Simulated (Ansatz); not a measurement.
The cell is the one relaxed in the Materials Project (mp-23737), not relaxed further here; entries there can be hypothetical.

Input and log of a run on KMgH3: DFT, r2SCAN, all-electron PAW with datasets made for the crystal, scalar-relativistic (Ansatz 0.2.0).

Command: `ansatz run input.yaml --threads 2 --pin off --max-ram 6144MiB --backend cpu --events-out ev --progress --plain --runs-dir out` The run took about 9.9 s on 2 threads of a shared machine.

```yaml
crystal:
  lattice:
    - [3.988098, 0.0, 0.0]
    - [0.0, 3.988098, 0.0]
    - [0.0, 0.0, 3.988098]
  atoms:
    - { symbol: K, position: [0.0, 0.0, 0.0] }
    - { symbol: Mg, position: [0.5, 0.5, 0.5] }
    - { symbol: H, position: [0.5, 0.0, 0.5] }
    - { symbol: H, position: [0.5, 0.5, 0.0] }
    - { symbol: H, position: [0.0, 0.5, 0.5] }
kpoints:
  mp_grid: { grid: [5, 5, 5] }
  band_path:
    path:
      - [0.0, 0.0, 0.0]
      - [0.0, 0.5, 0.0]
      - [0.5, 0.5, 0.0]
      - [0.0, 0.0, 0.0]
      - [0.5, 0.5, 0.5]
      - [0.0, 0.5, 0.0]
      - [0.5, 0.5, 0.5]
      - [0.5, 0.5, 0.0]
    npoints: 8
scf:
  occupations: { method: fermi_dirac, width: 0.02 }
hamiltonian:
  xc: r2scan
  pseudopotentials: { kind: all_electron, datasets: crystal }
output:
  forces: true
  stress: true
  eigenvalues: true
  efg: { contact_densities: true }
```

Output:

```
hamiltonian.pseudopotentials.datasets: crystal makes datasets for this crystal and solves the spheres of its atoms anew in each pass: cutoff 260.0 eV, the density's 1820.0 eV; for an error of 0.50 meV an atom under PBE, 2.5 meV for the cell; an energy difference from a run of another recipe may be off by several times the error for the cell, under r2SCAN by more, where some 0.1 meV an atom stays at smaller errors; H in spheres of 0.773 Å, 1 of its electrons in bands; Mg in spheres of 1.217 Å, 10 of its electrons in bands; K in spheres of 1.376 Å, 9 of its electrons in bands
Engine: ansatz 0.2.0
Pseudopotentials: kind: all_electron
Pseudopotential: K, paw, valence charge 9, recommended cutoff 260 eV (normal), Koelling and Harmon's equation, gaussian nucleus
Pseudopotential: Mg, paw, valence charge 10, recommended cutoff 260 eV (normal), Koelling and Harmon's equation, gaussian nucleus
Pseudopotential: H, paw, valence charge 1, recommended cutoff 260 eV (normal), Koelling and Harmon's equation, gaussian nucleus
Functional definition: r2SCAN
  parameter k0 = 0.174
  parameter k1 = 0.065
  parameter a1 = 4.9479
  exchange = r2scan_x(k0 = k0, k1 = k1, a1 = a1)
  correlation = r2scan_c
Crystal: 5 atoms, lattice volume = 63.430 Å³
Basis set: ecut = 260 eV, 619 PW (Γ), exchange–correlation on 90×90×90 points (27 copies of the dense FFT grid, shifted against one another)
Bands: 16, of which v1, the nominal top of the filled ones, is band 11 counted from 1 (10 counted from 0)
Symmetry: 48 space group operations
Space group: Pm-3m (ITA 221), of the structure as read, at distance tolerance 4.0e-5 Å
k-points: 10 of 125
Non-local potential: K, projectors of the file, l = 0: 2, l = 1: 2, l = 2: 2
Non-local potential: Mg, projectors of the file, l = 0: 3, l = 1: 2
Non-local potential: H, projectors of the file, l = 0: 1, l = 1: 1
PAW form: soft (Blöchl's): semilocal exchange-correlation on the pseudo side does not see the compensation charge
PAW one-centre angular grid: K, 302 points (default); XC on its mesh's 1971 points in the sphere
PAW one-centre angular grid: Mg, 302 points (default); XC on its mesh's 1975 points in the sphere
PAW one-centre angular grid: H, 302 points (default); XC on its mesh's 2073 points in the sphere
Initial density: superposition of atomic densities (neutral atoms: chi_scale 0, normalization atom)
Initial wavefunctions: pseudopotential atomic-orbital guess
Functional: x = r2scan, c = r2scan; τ floored in thin density (d = 2e-4 eV/Å³)
iter 1 solved again at ethr=1.35e-2 eV; its pass at ethr=1.00e-1 eV (dr2=2.97e0 eV) is discarded
SCF iter   1: F=—  HF=-21894.071891 eV  |F-HF|=—  |Δ(HF+E_count)|=         —  Δρ=6.71e-2  dr2=2.98e0  dr2_τ=8.08e-3  ethr=1.35e-2  ⟨swp⟩=2.7  Hψ=981  notcnv=0
preconditioner: auto → Resta (q_TF=auto, 2.287 Å⁻¹)  ε∞=2.3  [insulator: Δε(μ)=4.440 eV  Ē_g=14.353 eV  σ=0.020 eV  W_gap=1.00  n_scr=18 (ndim 8)  ℏωp=16.2 eV  f_vac=0.000  D(μ)=0.00/eV (n_scr^D=0)  ε∞_Penn≈2.3]
SCF iter   2: F=—  HF=-21893.638546 eV  |F-HF|=—  |Δ(HF+E_count)|=   4.33e-1  Δρ=3.45e-2  dr2=8.69e-1  dr2_τ=4.17e-4  ethr=1.35e-2  ⟨swp⟩=2.7  Hψ=329  notcnv=0  defer=4
iter 3 solved again at ethr=4.90e-5 eV; its pass at ethr=3.95e-3 eV (dr2=1.08e-2 eV) is discarded
SCF iter   3: F=—  HF=-21893.392547 eV  |F-HF|=—  |Δ(HF+E_count)|=   2.46e-1  Δρ=6.13e-3  dr2=1.06e-2  dr2_τ=1.35e-4  ethr=4.90e-5  ⟨swp⟩=3.7  Hψ=917  notcnv=0  defer=9
SCF iter   4: F=—  HF=-21893.401570 eV  |F-HF|=—  |Δ(HF+E_count)|=   9.02e-3  Δρ=1.24e-3  dr2=8.92e-4  dr2_τ=1.99e-6  ethr=4.82e-5  ⟨swp⟩=4.4  Hψ=419  notcnv=0  defer=4
SCF iter   5: F=—  HF=-21893.407188 eV  |F-HF|=—  |Δ(HF+E_count)|=   5.62e-3  Δρ=3.85e-4  dr2=4.36e-5  dr2_τ=1.98e-5  ethr=4.05e-6  ⟨swp⟩=3.3  Hψ=475  notcnv=0  defer=2
SCF iter   6: F=—  HF=-21893.406611 eV  |F-HF|=—  |Δ(HF+E_count)|=   5.77e-4  Δρ=6.17e-5  dr2=4.58e-7  dr2_τ=5.46e-8  ethr=1.98e-7  ⟨swp⟩=3.4  Hψ=371  notcnv=0  defer=2
SCF iter   7: F=-21893.406613 eV  HF=-21893.406613 eV  |F-HF|=6.06e-9  |Δ(HF+E_count)|=   2.42e-6  Δρ=6.89e-6  dr2=2.17e-8  dr2_τ=3.82e-10  ethr=2.08e-9  ⟨swp⟩=3.9  Hψ=385  notcnv=0  defer=2
SCF 1 converged in 7 iterations: F = -21893.406610 eV  dr2 = 2.17e-8
  Residual-converged pass: ⟨swp⟩=4.0  Hψ=440  notcnv=0  max |occ|·‖R‖ = 6.0e-6 eV (tolerance 6.7e-6 eV)  dr2=2.13e-8  dr2_τ=3.92e-10  dr2_onsite=7.08e-8  max |Δocc| = 0.0e0
  greatest PAW one-centre occupation: 1.000 electrons in one spin orbital (limit 2), on the Mg atom at site 1 (counted from 0), in its partial waves of l = 0
NSCF: frozen V_eff on 57 k-points
SCF converged after 7 iterations
Free energy (F): -21893.406610 eV
Harris-Foulkes:  -21893.406610 eV  (|F-HF|=6.06e-9)
Internal energy: -21893.406610 eV  (E = F + TS)
E sigma→0 (E₀):  -21893.406610 eV
Past the cutoff: the bands carry plane waves up to 2.50 times it, of which those up to 1.5 times it add -0.000449 eV an atom, each by itself; the spheres take 0.000226 eV an atom off the energy for waves past 2.50 times it
Past the cutoffs: a stress includes 0.0045 GPa for waves and charges beyond them, in addition to the slope of what the spheres take
In the spheres:  the bands' charges fall short by 1.1e-6 e at most (sound up to 1e-3)
Fermi energy:    4.930826 eV
--- Per-component energies (eV) ---
  The terms above E_closure are by the made datasets' own strengths, without shells solved beside the bands.
--- Forces (eV/Å), atoms counted from 1 ---
  atom   1  K     -0.00000000     0.00000000     0.00000000
  atom   2  Mg    -0.00000000     0.00000000     0.00000000
  atom   3  H      0.00000000     0.00000000     0.00000000
  atom   4  H      0.00000000    -0.00000000    -0.00000000
  atom   5  H      0.00000000    -0.00000000     0.00000000
  max |Σ_I F_I| component: 1.64e-30 eV/Å
--- Stress (GPa, compression-positive) ---
        0.088729      -0.000000       0.000000
       -0.000000       0.088729       0.000000
        0.000000       0.000000       0.088729
  P = ⅓ Tr σ = 0.0887 GPa (0.887 kbar)
--- PAW observables at the nuclei: V_zz in 10²¹ V/m², potentials from the cell's mean, atoms counted from 1 ---
  atom   1  K  V_zz =    +0.000000   η = 0.0000   by run symmetry: forbidden
            electrostatic potential = -2063.040154 V   contact ρ = 34750.833526 e/Å³
  atom   2  Mg V_zz =    -0.000000   η = 0.0000   by run symmetry: forbidden
            electrostatic potential = -1098.569696 V   contact ρ = 7785.333555 e/Å³
  atom   3  H  V_zz =    +0.519000   η = 0.0000   by run symmetry: allowed
            electrostatic potential = -40.443157 V   contact ρ = 2.861025 e/Å³
  atom   4  H  V_zz =    +0.519000   η = 0.0000   by run symmetry: allowed
            electrostatic potential = -40.443157 V   contact ρ = 2.861025 e/Å³
  atom   5  H  V_zz =    +0.519000   η = 0.0000   by run symmetry: allowed
            electrostatic potential = -40.443157 V   contact ρ = 2.861025 e/Å³
--- Band table (eV; the first three rows and the last of 10) ---
  k-point 0: bands = ["-73.9592", "-39.0707", "-39.0707", "-39.0707", "-27.0106", "-9.6883", "-9.6883", "-9.6883", "-2.5063", "2.5895", "2.5895", "9.6367", "9.6367", "9.6367"]
  k-point 1: bands = ["-73.9592", "-39.0714", "-39.0707", "-39.0707", "-27.0061", "-9.7823", "-9.6808", "-9.6808", "-2.1170", "1.9983", "2.7305", "9.4765", "9.4765", "9.9322"]
  k-point 2: bands = ["-73.9592", "-39.0724", "-39.0706", "-39.0706", "-26.9987", "-9.9273", "-9.6687", "-9.6687", "-1.1357", "0.6952", "2.9884", "9.2040", "9.2040", "9.7668"]
  k-point 9: bands = ["-73.9591", "-39.0722", "-39.0722", "-39.0722", "-26.9770", "-9.8296", "-9.8198", "-9.8198", "0.4899", "1.0863", "1.0863", "6.8790", "9.1607", "9.5030"]
```
